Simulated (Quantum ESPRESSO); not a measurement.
Band energies of Rb₃AlF₆

```xyz
10
Lattice="0.0000 4.4223 4.4223 4.4223 0.0000 4.4223 4.4223 4.4223 0.0000" Properties=species:S:1:pos:R:3 pbc="T T T"
F      1.8117     4.4223     4.4223
F      7.0329     4.4223     4.4223
F      4.4223     1.8117     4.4223
F      4.4223     7.0329     4.4223
F      4.4223     4.4223     1.8117
F      4.4223     4.4223     7.0329
Al     0.0000     0.0000     0.0000
Rb     6.6335     6.6335     6.6335
Rb     2.2112     2.2112     2.2112
Rb     4.4223     4.4223     4.4223
```

PBEsol (pw.x of Quantum ESPRESSO, ONCV potentials, no spin-orbit coupling); path ΓXWKΓLUWLK,UX; energies in eV from the valence-band maximum.

```csv
k (1/Å),point,band 32,band 33,band 34,band 35,band 36,band 37,band 38,band 39
0.00,Γ,-0.49,-0.49,0.00,0.00,0.00,6.31,8.74,8.74
0.24,,-0.50,-0.50,-0.04,-0.04,0.00,6.72,8.91,9.00
0.47,,-0.51,-0.51,-0.13,-0.13,-0.01,7.70,8.96,9.29
0.71,X,-0.50,-0.50,-0.20,-0.20,-0.01,8.46,8.72,9.22
0.71,W,-0.58,-0.58,-0.20,-0.08,-0.08,8.69,8.69,9.27
0.96,K,-0.61,-0.54,-0.16,-0.16,-0.04,8.63,8.68,9.24
1.15,,-0.61,-0.58,-0.10,-0.10,-0.07,8.10,9.07,9.21
1.53,,-0.52,-0.50,-0.02,-0.01,-0.01,6.58,8.87,8.90
1.72,Γ,-0.49,-0.49,0.00,0.00,0.00,6.31,8.74,8.74
1.92,,-0.52,-0.52,-0.02,-0.02,-0.02,6.62,8.91,8.91
2.33,L,-0.61,-0.59,-0.07,-0.07,-0.07,8.27,8.56,9.66
2.55,,-0.60,-0.59,-0.10,-0.10,-0.06,8.43,8.59,9.39
2.77,U,-0.61,-0.54,-0.16,-0.16,-0.04,8.63,8.68,9.24
2.77,W,-0.58,-0.58,-0.20,-0.08,-0.08,8.69,8.69,9.27
2.89,,-0.58,-0.58,-0.18,-0.08,-0.08,8.63,8.65,9.26
3.02,,-0.59,-0.59,-0.13,-0.08,-0.07,8.48,8.59,9.33
3.27,L,-0.61,-0.59,-0.07,-0.07,-0.07,8.27,8.56,9.66
3.38,,-0.61,-0.60,-0.08,-0.08,-0.07,8.31,8.56,9.54
3.49,,-0.60,-0.59,-0.10,-0.10,-0.06,8.43,8.59,9.39
3.70,K,-0.61,-0.54,-0.16,-0.16,-0.04,8.63,8.68,9.24
3.70,U,-0.61,-0.54,-0.16,-0.16,-0.04,8.63,8.68,9.24
3.95,X,-0.50,-0.50,-0.20,-0.20,-0.01,8.46,8.72,9.22
```

The PBEsol gap is direct, 6.31 eV at Γ. Another valence extremum on the path lies within 0.02 eV, too close to call.

Geometry of the Materials Project entry, not relaxed at this level.

The structure is a Materials Project entry; no match was found in the copy of COD used, and its stability was not checked.
